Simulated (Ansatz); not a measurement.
# What DFT gives for CaHBr

```
Ca H Br
1.0
     3.90999    0.00000    0.00000
     0.00000    3.90999    0.00000
     0.00000    0.00000    8.01761
Ca H Br
2 2 2
Direct
  0.00000 0.50000 0.14000
  0.50000 0.00000 0.86000
  0.00000 0.00000 0.00000
  0.50000 0.50000 0.00000
  0.00000 0.50000 0.67000
  0.50000 0.00000 0.33000
```

Method: r2SCAN, no spin polarisation; PAW, plane waves to 500 eV, 7×7×3 Γ-centred mesh, fermi-dirac occupations (width 0.1 eV) (Ansatz 0.2.0), atoms fixed.

**Question.** How is the charge shared?

**Answer.** Bader charges in e: Ca +1.54, H -0.74, Br -0.79. In the mean Ca gives up most and Br takes most.

**Question.** Describe some of the short contacts.

**Answer.** Ca–H at 2.25 Å: least valence density 0.19 e/Å³ and ELF 0.15 there, a closed-shell (ionic or weak) contact. Br–Ca at 3.16 Å: least valence density 0.10 e/Å³ and ELF 0.04 there, a closed-shell (ionic or weak) contact. Br–H at 3.29 Å: least valence density 0.07 e/Å³ and ELF 0.08 there, a closed-shell (ionic or weak) contact. Both are smooth PAW fields, read partly inside the augmentation spheres.

**Question.** Is it stable against the elements?

**Answer.** -1.49 eV an atom against the elements' usual phases (free molecules for gases, crystals otherwise, with no correction for O₂ or N₂), so it is bound against them; other compounds may still compete. Relaxing would lower it.

**Question.** Is the cell too large or too small?

**Answer.** The pressure is -0.8 GPa (compression positive), so with the atoms held at these fractions the cell would first shrink; the forces are large, so a full relaxation may end otherwise.

**Question.** Is there a gap, and of what kind?

**Answer.** The gap is 4.23 eV, indirect (the least direct gap found is 4.64 eV).

Origin: a database entry at a rescaled volume. Caveats: the mesh misses a band edge that the path finds.
